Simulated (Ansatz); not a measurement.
Tl$_{2}$S in space group P6_3/mmc (No. 194; S on 2c, Tl on 2a, Tl on 2d), a = 5.2809 Å, b = 5.2809 Å, c = 6.7523 Å, α = 90.00°, β = 90.00°, γ = 120.00°.

Relaxed with r²SCAN+D4. The program Ansatz at the r²SCAN+D4 level (PAW) gives a gap of 0.33 eV.

### Question
What gap does HSE06 give on the same cell (Ansatz, PAW)?

### Answer
0.42 eV, 0.10 eV more. The hybrid was solved on a coarser mesh and at special points; the gap given is the minimum over both.

Cost on shared cores: the r²SCAN+D4 run (SCF on a 6×6×4 mesh, then bands and DOS) roughly 110 core-seconds, the HSE06 run (SCF on 4×4×3, then a few points) about 100 core-seconds (a rough figure); the tasks are unlike.

The workflow started from an entry of the Crystallography Open Database (COD), which files this formula under 2 space groups. Whether it is the stable phase at ambient conditions was not checked. The r²SCAN+D4 relaxation kept the symmetry of its start; its stability against distortions is not shown here. The volume moved by -39 % from the start of the relaxation. The volume fell by over 15 % from the filed cell, which may lack light atoms or belong to other conditions. Spin–orbit coupling is left out wherever it is not named.

Potentials: the later of the program's two PAW sets.
